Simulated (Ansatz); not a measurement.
# K2MgGaC6N6, before and after

The cell of K2MgGaC6N6 is invented: cyanide-bridged rock-salt net of two metals, 2 guest cations a cell (Fm-3m, No. 225). Lengths were set from tabulated atomic sizes, so they are only a guess.

POSCAR.start

```
K Mg Ga C N
1.0
     0.00000    5.14100    5.14100
     5.14100    0.00000    5.14100
     5.14100    5.14100    0.00000
K Mg Ga C N
2 1 1 6 6
Direct
  0.25000 0.25000 0.25000
  0.75000 0.75000 0.75000
  0.50000 0.50000 0.50000
  0.00000 0.00000 0.00000
  0.81560 0.18440 0.18440
  0.18440 0.81560 0.18440
  0.18440 0.18440 0.81560
  0.18440 0.81560 0.81560
  0.81560 0.18440 0.81560
  0.81560 0.81560 0.18440
  0.70181 0.29819 0.29819
  0.29819 0.70181 0.29819
  0.29819 0.29819 0.70181
  0.29819 0.70181 0.70181
  0.70181 0.29819 0.70181
  0.70181 0.70181 0.29819
```

Theory: Ansatz 0.2.0, DFT PBE, scalar-relativistic, plane waves, PAW. Cutoff 420 eV, Gaussian smearing, Γ-centred meshes. Cell and atoms relax first on a coarse mesh and then on a finer one. In between, the cell is made exact in the group found at 0.06 Å. In metals the finer mesh still leaves noise of several meV/atom or more. The steps can't lower the symmetry of their start. No spin polarisation in the relaxation; trial moments died out in a coarse test.

POSCAR.end

```
K Mg Ga C N
1.0
     0.00000    5.45071    5.45071
     5.45071    0.00000    5.45071
     5.45071    5.45071    0.00000
K Mg Ga C N
2 1 1 6 6
Direct
  0.25000 0.25000 0.25000
  0.75000 0.75000 0.75000
  0.50000 0.50000 0.50000
  0.00000 0.00000 0.00000
  0.80467 0.19533 0.19533
  0.19533 0.80467 0.19533
  0.19533 0.19533 0.80467
  0.19533 0.80467 0.80467
  0.80467 0.19533 0.80467
  0.80467 0.80467 0.19533
  0.69685 0.30315 0.30315
  0.30315 0.69685 0.30315
  0.30315 0.30315 0.69685
  0.30315 0.69685 0.69685
  0.69685 0.30315 0.69685
  0.69685 0.69685 0.30315
```

The symmetry stays Fm-3m (No. 225). The volume per atom grows by 19.2 %, from 17.0 to 20.2 Å³. The shortest distance goes from 1.17 Å (C–N) to 1.18 Å (C–N). The energy falls by about 0.15 eV/atom (the start's value is from the coarse mesh).

```yaml
Volume_per_atom: 20.24 Å³
Density: 1.68 g/cm³
Energy_over_the_elements: +0.06 eV/atom
Gap_on_the_6×6×6_mesh_of_the_16-atom_cell: 0 eV (a metal)
```

The zero of energy is the elements' standard structures at the same level (N₂ as a molecule); no fitted shifts are applied. A positive value: parting into the elements would lower its energy.

The last run used Gaussian smearing of 0.10 eV. An odd number of electrons in the primitive cell allows no gap without spin; a larger cell or a magnetic state could open one. The reference form of C is held partly by dispersion forces, which this level lacks. A structure relaxed within its symmetry needn't be a true minimum. In all, the 3 runs took 8 min on 1 thread of Arm Neoverse N1 (shared host).
